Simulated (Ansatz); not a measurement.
An Ansatz (an electronic-structure program) run. Input:

Ansatz 0.2 input:
```yaml
crystal:
  lattice:
    - [2.568663156, 1.4830183646, 4.6288250096]
    - [-2.568663156, 1.4830183646, 4.6288250096]
    - [0.0, -2.9660367291, 4.6288250096]
  atoms:
    - { symbol: Li, position: [0.7022265089, 0.7022265089, 0.7022265089] }
    - { symbol: Li, position: [0.2022265089, 0.2022265089, 0.2022265089] }
    - { symbol: Nb, position: [0.9841339835, 0.9841339835, 0.9841339835] }
    - { symbol: Nb, position: [0.4841339835, 0.4841339835, 0.4841339835] }
    - { symbol: O, position: [0.6222192169, 0.8764971594, 0.2646331314] }
    - { symbol: O, position: [0.8764971594, 0.2646331314, 0.6222192169] }
    - { symbol: O, position: [0.2646331314, 0.6222192169, 0.8764971594] }
    - { symbol: O, position: [0.7646331314, 0.3764971594, 0.1222192169] }
    - { symbol: O, position: [0.3764971594, 0.1222192169, 0.7646331314] }
    - { symbol: O, position: [0.1222192169, 0.7646331314, 0.3764971594] }
kpoints:
  mp_grid: { grid: [4, 4, 4] }
hamiltonian:
  xc: hse06
  pseudopotentials: { kind: paw }
scf:
  n_extra_bands: 10
  occupations: { method: fixed }
output:
  eigenvalues: true
  eigenstates:
    e_range: [-9.0, 14.0]
    kpoints:
      - [0.145833, 0.145833, 0.145833]  # VBM
      - [0.0, 0.380208, -0.380208]  # CBM
      - [0.0, 0.0, 0.0]  # GAMMA
      - [0.5, 0.5, 0.5]  # T
      - [0.5, 0.0, 0.0]  # L
      - [0.5, 0.0, 0.5]  # F
      - [0.3675494153, -0.3675494153, 0.0]  # S_0
      - [0.6324505847, 0.0, 0.3675494153]  # S_2
      - [0.5, -0.2350988306, 0.2350988306]  # H_0
      - [0.7649011694, 0.2350988306, 0.5]  # H_2
```

Output (shortened):

```
Pseudopotential: Li, paw, valence charge 3
Pseudopotential: Nb, paw, valence charge 13
Pseudopotential: O, paw, valence charge 6
Functional definition: HSE06
davidson cushion auto → on  (no smearing: the cushion is to keep the highest requested band from converging to the state above it …
Crystal: 10 atoms, lattice volume = 105.798 Å³
Basis set: ecut = 420 eV, 2079 PW (Γ)
Bands: 44, of which v1, the nominal top of the filled ones, is band 34 counted from 1 (33 counted from 0)
Symmetry: 6 space group operations
Space group: R3c (ITA 161), of the structure as read, at distance tolerance 4.7e-5 Å
k-points: 13 of 64 (time reversal used)
SCF iter   1: F=—  HF=-12929.448646 eV  |F-HF|=—  |Δ(HF+E_count)|=         —  Δρ=1.91e-3  dr2=1.82e-3  ethr=1.77e-3  ⟨swp⟩=6.6  Hψ=2698  notcnv=0
preconditioner: auto → none
SCF iter   2: F=—  HF=-12929.452446 eV  |F-HF|=—  |Δ(HF+E_count)|=   3.80e-3  Δρ=1.60e-3  dr2=2.36e-3  ethr=2.68e-6  ⟨swp⟩=5.0  Hψ=2262  notcnv=0
SCF iter   3: F=-12929.452493 eV  HF=-12929.452301 eV  |F-HF|=1.92e-4  |Δ(HF+E_count)|=   1.45e-4  Δρ=6.36e-4  dr2=2.07e-4  ethr=2.68e-6  ⟨swp⟩=3.0  Hψ=1494  notcnv=0
SCF 1 stopped early in 3 iterations: F = -12929.452493 eV  dr2 = 2.07e-4
Crystal: 10 atoms, lattice volume = 105.798 Å³
Exchange kernel: α = 0.2500, screened, ω = 0.2079 Å⁻¹, Wigner–Seitz truncation, v(0) = 1045.3539 eV·Å³, q-mesh 4×4×4, nearest image of the exchange supercell L …
Frozen-core exchange: fock
SCF iter   1: F=—  HF=-12932.742481 eV  |F-HF|=—  |Δ(HF+E_count)|=         —  Δρ=1.90e-2  dr2=6.73e-1  ethr=3.04e-6  ⟨swp⟩=6.8  Hψ=2838  notcnv=0
preconditioner: auto → none
SCF iter   2: F=—  HF=-12932.640041 eV  |F-HF|=—  |Δ(HF+E_count)|=   1.02e-1  Δρ=1.86e-2  dr2=3.80e-1  ethr=3.04e-6  ⟨swp⟩=5.1  Hψ=2704  notcnv=0
SCF iter   3: F=—  HF=-12932.559607 eV  |F-HF|=—  |Δ(HF+E_count)|=   8.04e-2  Δρ=3.48e-3  dr2=1.27e-2  ethr=3.04e-6  ⟨swp⟩=4.2  Hψ=2333  notcnv=0
SCF iter   4: F=—  HF=-12932.592816 eV  |F-HF|=—  |Δ(HF+E_count)|=   3.32e-2  Δρ=2.23e-3  dr2=6.16e-3  ethr=3.04e-6  ⟨swp⟩=3.5  Hψ=1814  notcnv=0
iter 5 solved again at ethr=1.89e-7 eV; its pass at ethr=3.04e-6 eV (dr2=1.28e-4 eV) is discarded
SCF iter   5: F=—  HF=-12932.591254 eV  |F-HF|=—  |Δ(HF+E_count)|=   1.56e-3  Δρ=6.02e-4  dr2=1.63e-4  ethr=1.89e-7  ⟨swp⟩=2.1  Hψ=2765  notcnv=0
SCF iter   6: F=-12932.591562 eV  HF=-12932.591565 eV  |F-HF|=3.42e-6  |Δ(HF+E_count)|=   3.12e-4  Δρ=1.67e-4  dr2=1.32e-5  ethr=1.89e-7  ⟨swp⟩=3.2  Hψ=1672  notcnv=0
SCF 2 stopped early in 6 iterations: F = -12932.591562 eV  dr2 = 1.32e-5
hybrid outer 1: dexx = +3.828e-2 eV, tail = 8.04e-5 eV
Crystal: 10 atoms, lattice volume = 105.798 Å³
Exchange kernel: α = 0.2500, screened, ω = 0.2079 Å⁻¹, Wigner–Seitz truncation, v(0) = 1045.3539 eV·Å³, q-mesh 4×4×4, nearest image of the exchange supercell L …
Frozen-core exchange: fock
SCF iter   1: F=—  HF=-12932.591114 eV  |F-HF|=—  |Δ(HF+E_count)|=         —  Δρ=5.86e-5  dr2=1.53e-6  ethr=5.91e-7  ⟨swp⟩=3.0  Hψ=1343  notcnv=0
preconditioner: auto → none
SCF iter   2: F=—  HF=-12932.591115 eV  |F-HF|=—  |Δ(HF+E_count)|=   1.22e-6  Δρ=3.09e-5  dr2=3.58e-7  ethr=2.04e-9  ⟨swp⟩=4.3  Hψ=1926  notcnv=0
SCF iter   3: F=-12932.591115 eV  HF=-12932.591115 eV  |F-HF|=7.32e-9  |Δ(HF+E_count)|=   7.39e-8  Δρ=1.31e-5  dr2=5.06e-8  ethr=4.54e-10  ⟨swp⟩=2.0  Hψ=1261  notcnv=0
SCF 3 converged in 3 iterations: F = -12932.591115 eV  dr2 = 5.06e-8
hybrid outer 2: dexx = +1.027e-6 eV, tail = 1.32e-7 eV, Δε = 2.28e-3 eV (about 1.15e-4 eV left of the loop's levels)
NSCF: frozen V_eff on 10 k-points
hybrid SCF converged: 2 outer / 9 inner (+3 warm-up), last move |dexx| = 1.03e-6 eV, tail = 1.32e-7 eV
Stability not checked (fock_operator)
Free energy (F): -12932.591115 eV
Frozen-core exchange: fock
Harris-Foulkes:  -12932.591115 eV  (|F-HF|=7.32e-9)
Internal energy: -12932.591115 eV  (E = F + TS)
E sigma→0 (E₀):  -12932.591115 eV
Fermi energy:    6.183497 eV
--- Per-component energies (eV) ---
  E_band       = -665.650267
  E_kinetic    = 1890.376208
  E_local      = -4243.439818  (includes V_loc(G=0)·N_el)
  E_nonlocal   = 438.537724
  E_hartree    = 1430.231960
  E_xc         = -656.237099
  E_vxc        = -812.848100  (∫ρ·V_xc dr)
  E_exx        = -212.118691  (= α·E_x^exact, valence–valence)
  E_paw        = -7086.414578  (= ΣΔE_a)
  E_vpaw       = -374.516373  (= ΣTr[D̂ρ^β])
  E_aug_tail   = 0.014675  (compensation charges beyond the density's cutoff)
  E_ewald      = -4492.546394
  E_core_change = -0.995103  (= ΣΔE_core)
  E_smearing   =  0.000000  (= −TS)
  E_closure    =  0.000000  (closes the sum)
  Σ components = -12932.591115   (vs F -12932.591115, Δ=1.82e-12)
  [band-id]    e_kinetic+e_local+e_nonlocal+2·e_hartree+e_vxc+2·e_exx+e_vpaw+e_augmentation_tail = -665.649146   (vs E_band -665.650267, Δ=1.12e-3)
--- Band table (eV; the first three rows and the last of 13) ---
  k-point 0: bands = ["-51.2625", "-51.2450", "-38.7911", "-38.7881", "-26.1965", "-26.1965", "-26.0981", "-26.0112", "-26.0112", "-25.8770", "-12.3919", "-11.6720", "-11.6720", "-10.6949", "-10.4546", "-10.4546", "1.4174", "1.4174", "1.6341", "1.7325", …
  k-point 1: bands = ["-51.2599", "-51.2475", "-38.7907", "-38.7886", "-26.1736", "-26.1708", "-26.0654", "-26.0421", "-26.0398", "-25.9095", "-12.1307", "-11.5278", "-11.5225", "-10.8693", "-10.7060", "-10.6585", "1.3763", "1.5347", "1.9535", "2.2104", …
  k-point 2: bands = ["-51.2537", "-51.2537", "-38.7897", "-38.7897", "-26.1120", "-26.1120", "-26.1066", "-26.1066", "-25.9874", "-25.9874", "-11.5066", "-11.5066", "-11.1667", "-11.1667", "-11.0714", "-11.0714", "1.8820", "1.8820", "2.1730", "2.1730", …
  k-point 12: bands = ["-51.2537", "-51.2537", "-38.7897", "-38.7897", "-26.1056", "-26.1056", "-26.1056", "-26.1056", "-25.9915", "-25.9915", "-11.5871", "-11.5871", "-11.0933", "-11.0933", "-11.0933", "-11.0933", "2.4330", "2.4330", "2.4330", "2.4330", …
```

Cost: very roughly 7 core-minutes on shared cores.

The points marked VBM and CBM come from a semilocal run.

The r²SCAN relaxation kept the symmetry of its start. The run is not spin-polarised. Spin–orbit coupling is left out wherever it is not named.

Potentials: the later of the program's two PAW sets.

Ansatz is a plane-wave DFT program.
